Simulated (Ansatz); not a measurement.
The cell is COD entry 1522718, as deposited and not checked against the literature; nothing was relaxed. The listed cell was then made from it by scaling, straining or moving an atom.

TaGa3: DFT, PBEsol, all-electron LAPW, scalar-relativistic (Ansatz 0.2.0). What sets it apart from a plain run of this crystal: equal xx and yy strain of -2 %.

Command: `ansatz run input.yaml --threads 1 --pin off --max-ram 4096MiB --backend cpu --events-out ev --progress --plain --runs-dir out` The run took 6.9 min on 1 thread of Arm Neoverse V1, with other jobs on the host, peak memory 2.1 GiB.

```yaml
crystal:
  lattice:
    - [-1.86004, 1.86004, 4.352]
    - [1.86004, -1.86004, 4.352]
    - [1.86004, 1.86004, -4.352]
  atoms:
    - { symbol: Ta, position: [0.0, 0.0, 0.0] }
    - { symbol: Ga, position: [0.75, 0.25, 0.5] }
    - { symbol: Ga, position: [0.25, 0.75, 0.5] }
    - { symbol: Ga, position: [0.5, 0.5, 0.0] }
kpoints:
  mp_grid: { grid: [14, 14, 14] }
  band_path:
    path:
      - [0.0, 0.0, 0.0]
      - [0.0, 0.0, 0.5]
      - [0.25, 0.25, 0.25]
      - [0.0, 0.5, 0.0]
      - [0.0, 0.0, 0.0]
      - [0.5, 0.5, -0.5]
      - [0.2956674543, 0.7043325457, -0.2956674543]
      - [-0.2956674543, 0.2956674543, 0.2956674543]
      - [0.0, 0.0, 0.0]
    npoints: 5
scf:
  occupations: { method: fermi_dirac, width: 0.05 }
hamiltonian:
  xc: pbesol
  pseudopotentials: { kind: all_electron, lapw: { basis_error: 0.001 } }
output:
  forces: true
  stress: true
  eigenvalues: true
```

Output (standing set-up lines are left out):

```
LAPW: plane waves up to 8.824 Å⁻¹, error target 1.0e-3 eV per atom; small_component_spin mean_spin; Ga in spheres of 1.266 Å, 21 of its electrons in bands, Dirac shells []; Ta in spheres of 1.364 Å, 43 of its electrons in bands, Dirac shells []
Crystal: 4 atoms, lattice volume = 60.227 Å³
Basis set: ecut = 296.6660932807513 eV, 713 PW (Γ), FFT grids on a1+a3, a2+a3, a3, exchange–correlation at level 2
Space group: I4/mmm (ITA 139), of the structure as read, at distance tolerance 3.9e-5 Å
iter 1 solved again at ethr=4.18e-4 eV; its pass at ethr=1.00e-1 eV (dr2=4.43e-1 eV) is discarded
SCF iter   1: F=—  HF=-583024.872990 eV  |F-HF|=—  |Δ(HF+E_count)|=         —  Δρ=2.55e-2  dr2=4.43e-1  ethr=4.18e-4  ⟨swp⟩=2.3  Hψ=96353  notcnv=0
preconditioner: auto → Kerker (q_TF=auto, 2.998 Å⁻¹)  [metal: Δε(μ)=0.009 eV  Ē_g=20.547 eV  σ=0.050 eV  W_gap=0.04  n_scr=32 (ndim 8)  ℏωp=38.3 eV  f_vac=0.000  D(μ)=0.63/eV (n_scr^D=0)]
SCF iter   2: F=—  HF=-583024.509773 eV  |F-HF|=—  |Δ(HF+E_count)|=   3.63e-1  Δρ=1.49e-2  dr2=1.47e-1  ethr=4.18e-4  ⟨swp⟩=2.0  Hψ=47581  notcnv=0
SCF iter   3: F=—  HF=-583024.435243 eV  |F-HF|=—  |Δ(HF+E_count)|=   7.45e-2  Δρ=1.13e-2  dr2=9.37e-2  ethr=1.39e-4  ⟨swp⟩=2.0  Hψ=44975  notcnv=0
SCF iter   4: F=—  HF=-583024.405651 eV  |F-HF|=—  |Δ(HF+E_count)|=         —  Δρ=5.16e-3  dr2=1.99e-2  ethr=8.84e-5  ⟨swp⟩=2.0  Hψ=45702  notcnv=0
the basis was enlarged: its passes take 362.2 KiB over the memory plan, 1 of 1 planned eigensolver slots
SCF iter   5: F=—  HF=-583024.403414 eV  |F-HF|=—  |Δ(HF+E_count)|=   2.24e-3  Δρ=1.30e-3  dr2=2.38e-3  ethr=1.87e-5  ⟨swp⟩=2.0  Hψ=44999  notcnv=0
iter 6 solved again at ethr=2.12e-7 eV; its pass at ethr=2.24e-6 eV (dr2=2.25e-4 eV) is discarded
SCF iter   6: F=—  HF=-583024.401775 eV  |F-HF|=—  |Δ(HF+E_count)|=   1.64e-3  Δρ=6.13e-4  dr2=2.25e-4  ethr=2.12e-7  ⟨swp⟩=2.0  Hψ=76790  notcnv=0
SCF iter   7: F=—  HF=-583024.401769 eV  |F-HF|=—  |Δ(HF+E_count)|=   6.10e-6  Δρ=2.47e-4  dr2=4.15e-5  ethr=2.12e-7  ⟨swp⟩=2.0  Hψ=44982  notcnv=0
SCF iter   8: F=—  HF=-583024.401746 eV  |F-HF|=—  |Δ(HF+E_count)|=   2.32e-5  Δρ=1.37e-4  dr2=1.68e-5  ethr=3.92e-8  ⟨swp⟩=2.0  Hψ=44982  notcnv=0
SCF iter   9: F=—  HF=-583024.401744 eV  |F-HF|=—  |Δ(HF+E_count)|=   1.23e-6  Δρ=5.08e-5  dr2=3.25e-6  ethr=1.59e-8  ⟨swp⟩=2.0  Hψ=44982  notcnv=0
SCF iter  10: F=—  HF=-583024.401743 eV  |F-HF|=—  |Δ(HF+E_count)|=   1.24e-6  Δρ=3.06e-5  dr2=1.04e-6  ethr=3.07e-9  ⟨swp⟩=2.0  Hψ=44982  notcnv=0
SCF iter  11: F=-583024.401743 eV  HF=-583024.401743 eV  |F-HF|=1.42e-8  |Δ(HF+E_count)|=   6.90e-7  Δρ=1.32e-5  dr2=8.25e-8  ethr=9.85e-10  ⟨swp⟩=2.0  Hψ=44982  notcnv=0
SCF 1 converged in 11 iterations: F = -583024.401743 eV  dr2 = 8.25e-8
NSCF: frozen V_eff on 41 k-points
SCF converged after 11 iterations
Free energy (F): -583024.401743 eV
Harris-Foulkes:  -583024.401743 eV  (|F-HF|=1.42e-8)
Internal energy: -583024.395209 eV  (E = F + TS)
E sigma→0 (E₀):  -583024.398476 eV
Entropy (-TS):   -0.006534 eV (-1.633 meV/atom)
Fermi energy:    19.712776 eV
--- Per-component energies (eV) ---
  E_band       = -6178.345732
  E_kinetic    = 635437.699275
  E_xc         = -14559.104816
  E_electrostatic = -1203902.989669  (all electrons and nuclei)
  E_smearing   = -0.006534  (= −TS)
  E_closure    = 0.000000  (closes the sum)
  E_atoms      = -583003.027887  (free atoms, spherical and without spin; not in F)
  Σ components = -583024.401743   (vs F -583024.401743, Δ=0.00e0)
  Basis errors (estimates in eV, not in F): energy 3.0e-4 per atom: plane waves 2.6e-4 (1.4e-4 summed), levels above the bands 4.7e-87, relativity 1.7e-8, radial functions 3.4e-5, core shells 6.0e-8; eigenvalues (radial functions only) 3.0e-6; not estimated: angular momenta, meshes, grids; target (lapw.basis_error) 1.0e-3; muffin-tin radii Ga 1.266 Å, Ta 1.364 Å
--- Forces (eV/Å), atoms counted from 1 ---
  atom   1  Ta     0.00000000    -0.00000000    -0.00000000
  atom   2  Ga     0.00000000     0.00000000     0.00000000
  atom   3  Ga    -0.00000000     0.00000000    -0.00000000
  atom   4  Ga     0.00000000     0.00000000    -0.00000000
  max |Σ_I F_I| component: 3.47e-17 eV/Å
--- Stress (GPa, compression-positive) ---
        5.434138       0.000000       0.000000
        0.000000       5.434138       0.000000
        0.000000       0.000000      -0.159394
  P = ⅓ Tr σ = 3.5696 GPa (35.696 kbar)
--- Band table (eV; the first three rows and the last of 244) ---
  k-point 0: bands = ["-375.5407", "-375.5407", "-375.5008", "-197.3400", "-197.3042", "-197.2864", "-197.2831", "-197.2831", "-124.2137", "-124.1535", "-124.1519", "-75.1654", "-75.0921", "-75.0921", "-75.0675", "-75.0675", "-75.0565", "-75.0565", "-75.0379", "-75.0362", "-48.5022", "-15.1189", "-15.1189", "-14.9674", "-0.4018", "-0.4018", "-0.3693", "-0.3407", "-0.3407", "-0.3400", "-0.3389", "3.9186", "4.0532", "4.0655", "4.2256", "4.2256", "4.2282", "4.2420", "4.2585", "4.2585", "4.2989", "4.5192", "4.5269", "4.5269", "4.5844", "4.7623", "6.9329", "14.0893", "15.5663", "16.7007", "17.1058", "17.1058", "19.5292", "20.3081", "21.1727", "21.1727", "23.0552", "23.4916", "24.0490", "24.0490", "25.1841", "28.6779", "28.7333", "28.7333"]
  k-point 1: bands = ["-375.5407", "-375.5407", "-375.5008", "-197.3400", "-197.3042", "-197.2864", "-197.2831", "-197.2831", "-124.2137", "-124.1534", "-124.1519", "-75.1654", "-75.0921", "-75.0921", "-75.0676", "-75.0669", "-75.0571", "-75.0565", "-75.0378", "-75.0362", "-48.5020", "-15.1230", "-15.1219", "-14.9669", "-0.4021", "-0.4019", "-0.3691", "-0.3410", "-0.3407", "-0.3399", "-0.3391", "3.9351", "4.0657", "4.0797", "4.2227", "4.2270", "4.2290", "4.2407", "4.2538", "4.2793", "4.3098", "4.5076", "4.5132", "4.5326", "4.5752", "4.7394", "7.0603", "14.1947", "15.4323", "16.5181", "16.6136", "17.2488", "19.2431", "20.2692", "21.3417", "21.6727", "22.4668", "23.3949", "24.1211", "24.9081", "25.9626", "27.7867", "27.9363", "29.5311"]
  k-point 2: bands = ["-375.5407", "-375.5407", "-375.5008", "-197.3400", "-197.3042", "-197.2864", "-197.2831", "-197.2831", "-124.2137", "-124.1533", "-124.1520", "-75.1654", "-75.0921", "-75.0921", "-75.0677", "-75.0653", "-75.0587", "-75.0563", "-75.0377", "-75.0363", "-48.5016", "-15.1341", "-15.1303", "-14.9655", "-0.4027", "-0.4022", "-0.3685", "-0.3416", "-0.3408", "-0.3396", "-0.3394", "3.9727", "4.1024", "4.1182", "4.2139", "4.2153", "4.2313", "4.2505", "4.2672", "4.3236", "4.3287", "4.4754", "4.4866", "4.5272", "4.5496", "4.6856", "7.4403", "14.4849", "15.1728", "15.5608", "16.4150", "17.4799", "17.7774", "21.5599", "21.7176", "21.9084", "22.0017", "23.0470", "24.4564", "25.7362", "26.3253", "27.3966", "28.1713", "30.3371"]
  k-point 243: bands = ["-375.5407", "-375.5407", "-375.5008", "-197.3400", "-197.3042", "-197.2864", "-197.2831", "-197.2831", "-124.2137", "-124.1535", "-124.1519", "-75.1654", "-75.0921", "-75.0921", "-75.0675", "-75.0675", "-75.0565", "-75.0565", "-75.0379", "-75.0362", "-48.5021", "-15.1189", "-15.1189", "-14.9736", "-0.4019", "-0.4019", "-0.3683", "-0.3406", "-0.3406", "-0.3399", "-0.3393", "3.9434", "3.9651", "4.0356", "4.0356", "4.1426", "4.1717", "4.2050", "4.2840", "4.4880", "4.4880", "4.4883", "4.4883", "4.5831", "4.5971", "4.7623", "8.9059", "9.4298", "16.0387", "17.7963", "17.7963", "18.1669", "19.8381", "19.8381", "20.3397", "23.0784", "23.6447", "24.2390", "24.4944", "24.5225", "24.5225", "27.3391", "28.9750", "28.9750"]
```
